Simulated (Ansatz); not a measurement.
Polymorphs of Y, each relaxed with PBE in the plane-wave PAW code Ansatz:

A: bcc (W type) (Im-3m)
a = b = c = 4.040 Å, α = β = γ = 90.00°

| atom | site | symmetry | x | y | z |
|---|---|---|---|---|---|
| Y | 2a | m-3m | 0.0000 | 0.0000 | 0.0000 |

B: diamond (Fd-3m)
a = 7.042 Å, b = 7.042 Å, c = 7.042 Å, α = 90.00°, β = 90.00°, γ = 90.00°

```
atom  site  symmetry       x       y       z
----  ----  --------  ------  ------  ------
Y       8b      -43m  0.5000  0.5000  0.5000
```

C: hcp (Mg type) (P6_3/mmc)
a = b = 3.6576 Å, c = 5.6802 Å, α = β = 90.00°, γ = 120.00°

```
atom  site  symmetry       x       y       z
----  ----  --------  ------  ------  ------
Y       2d      -6m2  0.6667  0.3333  0.2500
```

Rank these by energy per atom at 0 K (lowest first), as PBE gives it.

C (+0 meV/atom), A (+122 meV/atom), B (+1980 meV/atom)

Typed or built starts, not in the databases checked: A; B. Not the usual ambient phase: A; B. All cells were relaxed under the symmetry of their starts (and spin orders); stability against distortions was not tested throughout. Rows with no word on spin ran without spin polarisation. Scalar-relativistic: spin–orbit coupling is off unless named, which matters more the heavier the elements.

Energies hold the estimated change up to a 700 eV cutoff; steps of a few meV lie near the error of the meshes.

Potentials: the earlier of the program's two PAW sets.
